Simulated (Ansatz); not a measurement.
# CaCu₂S₂: 33S NMR of the central transition

Cell: a refined structure from the COD, ions relaxed with PBE at fixed cell.

```
CELL_PARAMETERS angstrom
3.94000 0.00000 0.00000
-1.97000 3.41214 0.00000
0.00000 0.00000 6.52300
ATOMIC_POSITIONS crystal
Ca 0.00000 0.00000 0.00000
Cu 0.33333 0.66667 0.37257
Cu 0.66667 0.33333 0.62743
S 0.33333 0.66667 0.74150
S 0.66667 0.33333 0.25850
```

Atoms are numbered from 1 in the order listed; like atoms form one site, named after its first atom.

The numbers come from a DFT calculation in Ansatz (PBE, plane waves and PAW, scalar-relativistic, 420 eV cutoff, Γ-centred 8×8×5 k-points, Fermi–Dirac smearing 0.02 eV).

33S has I = 3/2 and Q = -69.40 mb (Pyykkö 2018); at 11.7 T its Larmor frequency is ν₀ = 38.3 MHz. Only the quadrupole interaction is simulated: positions count from each site's isotropic chemical shift, and J coupling is left out, as are shift anisotropy and dipolar coupling, which fast spinning averages.

Simulated pattern of one S site (fast magic-angle spinning, Gaussian broadening 0.01 kHz):

```json
{"offset (kHz)": "-0.6661", "height": "0"}
{"offset (kHz)": "-0.6465", "height": "0"}
{"offset (kHz)": "-0.6269", "height": "4"}
{"offset (kHz)": "-0.6073", "height": "4"}
{"offset (kHz)": "-0.5876", "height": "4"}
{"offset (kHz)": "-0.5680", "height": "4"}
{"offset (kHz)": "-0.5484", "height": "4"}
{"offset (kHz)": "-0.5288", "height": "4"}
{"offset (kHz)": "-0.5092", "height": "5"}
{"offset (kHz)": "-0.4896", "height": "4"}
{"offset (kHz)": "-0.4700", "height": "5"}
{"offset (kHz)": "-0.4503", "height": "5"}
{"offset (kHz)": "-0.4307", "height": "5"}
{"offset (kHz)": "-0.4111", "height": "18"}
{"offset (kHz)": "-0.3915", "height": "75"}
{"offset (kHz)": "-0.3719", "height": "43"}
{"offset (kHz)": "-0.3523", "height": "35"}
{"offset (kHz)": "-0.3326", "height": "31"}
{"offset (kHz)": "-0.3130", "height": "29"}
{"offset (kHz)": "-0.2934", "height": "28"}
{"offset (kHz)": "-0.2738", "height": "28"}
{"offset (kHz)": "-0.2542", "height": "28"}
{"offset (kHz)": "-0.2346", "height": "28"}
{"offset (kHz)": "-0.2150", "height": "29"}
{"offset (kHz)": "-0.1953", "height": "30"}
{"offset (kHz)": "-0.1757", "height": "33"}
{"offset (kHz)": "-0.1561", "height": "36"}
{"offset (kHz)": "-0.1365", "height": "42"}
{"offset (kHz)": "-0.1169", "height": "56"}
{"offset (kHz)": "-0.0973", "height": "100"}
{"offset (kHz)": "-0.0777", "height": "6"}
{"offset (kHz)": "-0.0580", "height": "0"}
```

**Question.** Which |C_Q| and η does the pattern imply?

**Answer.** The pattern spans 0.549 kHz before broadening and its centre of gravity is at -0.256 kHz, which fixes P_Q; the places of the horns and steps fix η. That gives P_Q = 0.626 MHz, |C_Q| = 0.626 MHz and η = 0.00. The sign of C_Q can't be read from the pattern.

An axis of threefold or higher order runs through S, so V_zz lies along it and η is zero.

The relaxation (4 steps) took 28 s of wall time (28 s of CPU time) and 0.46 GiB at its peak, on 1 thread of Arm Neoverse V1 (aarch64; 28 cores open to the job, memory cap 3.0 GiB, no GPU), a shared host with a load of 0.9 a core.
